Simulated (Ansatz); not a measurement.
Data:

MgB2:
```yaml
crystal:
  lattice:
    - [-1.33538, 1.33538, 4.18065]
    - [1.33538, -1.33538, 4.18065]
    - [1.33538, 1.33538, -4.18065]
  atoms:
    - { symbol: Mg, position: [0.00000, 0.00000, 0.00000] }
    - { symbol: B, position: [0.28467, 0.28467, 0.00000] }
    - { symbol: B, position: [0.71533, 0.71533, 0.00000] }
```

This is the r²SCAN-relaxed structure.

Q: All from r²SCAN in the plane-wave PAW code Ansatz, unless another level is named. Predict the electronic character.

A: metallic (no gap).

Q: And the density of states at the Fermi level?

A: 0.27 states/eV per atom (mean over ±0.08 eV).

Q: What about the formation energy from the elements (no fitted shifts)?

A: 0.97 eV/atom.

Space group I4/mmm (MoSi2 or CaC2 type). A made-up cell: these elements were put on the sites of a structure type; neither database checked (COD, Materials Project) lists it. It is not the phase usual at ambient conditions (space group No. 191). The r²SCAN relaxation kept the symmetry of its start; its stability against distortions is not shown here. The references are the lowest solids computed at this level, not always the standard phases.

Potentials: the later of the program's two PAW sets.
